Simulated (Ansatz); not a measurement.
**O-17 NMR of the central transition in Sr3V2O8**

Cell: a structure deposited in the COD, ions relaxed with PBE at fixed cell.

Space group R-3m:H (No. 166); a = 5.6214, c = 20.0997 Å, γ = 120.00°.

```csv
site,Wyckoff,site symmetry,x,y,z
Sr1,3a,-3m,0.0000,0.0000,0.0000
Sr2,6c,3m,0.0000,0.0000,0.7981
V,6c,3m,0.0000,0.0000,0.5940
O6,6c,3m,0.0000,0.0000,0.6785
O8,18h,.m,0.1665,0.8335,0.5652
```

One atom of each set is listed; the run and its k-mesh use a cell of 13 atoms with edges of 7.44, 7.44, 7.44 Å.

Computed with Ansatz: DFT, PBE, plane waves and PAW, scalar-relativistic, 420 eV cutoff, Γ-centred 5×5×5 k-points, Fermi–Dirac smearing 0.02 eV.

O-17 has I = 5/2 and Q = -25.58 mb (Pyykkö 2018); at 9.4 T its Larmor frequency is ν₀ = 54.3 MHz. Only the quadrupole interaction is simulated: positions count from each site's isotropic chemical shift, and J coupling is left out, as are shift anisotropy and dipolar coupling, which fast spinning averages.

**Question.** Give C_Q, η, the quadrupolar product P_Q = |C_Q|(1 + η²/3)^½, the second-order isotropic shift and the breadth of the pattern (fast magic-angle spinning) for each O site.

**Answer.** 

| site | first shell | C_Q (MHz) | η | P_Q (MHz) | δ_QIS (ppm) | breadth (kHz) |
| --- | --- | --- | --- | --- | --- | --- |
| O6 | 1 V at 1.70 Å; also 1 Sr at 2.40 Å | -0.433 | 0.00 | 0.433 | -0.382 | 0.0445 |
| O8 | 1 V at 1.72 Å; also 4 Sr at 2.59–2.87 Å | 1.13 | 0.17 | 1.14 | -2.62 | 0.320 |

δ_QIS = −(ν_Q²/30ν₀²)[I(I+1) − 3/4](1 + η²/3) × 10⁶ ppm with ν_Q = 3|C_Q|/[2I(2I−1)]; it falls as 1/B₀² in ppm, and the breadth as 1/B₀ in kHz.

An axis of threefold or higher order runs through O6, so V_zz lies along it and η is zero.

The database entry as given showed forces above 3 eV/Å or a pressure above 30 GPa, though relaxing it moves no atom far.

The relaxation (7 steps) took 94 s of wall time (94 s of CPU time) and 0.65 GiB at its peak, on 1 thread of Intel Xeon Platinum 8259CL CPU @ 2.50GHz (Skylake/Cascade Lake) (x86_64; 4 cores open to the job, memory cap 2.5 GiB, no GPU), a shared host with a load of 0.7 a core.
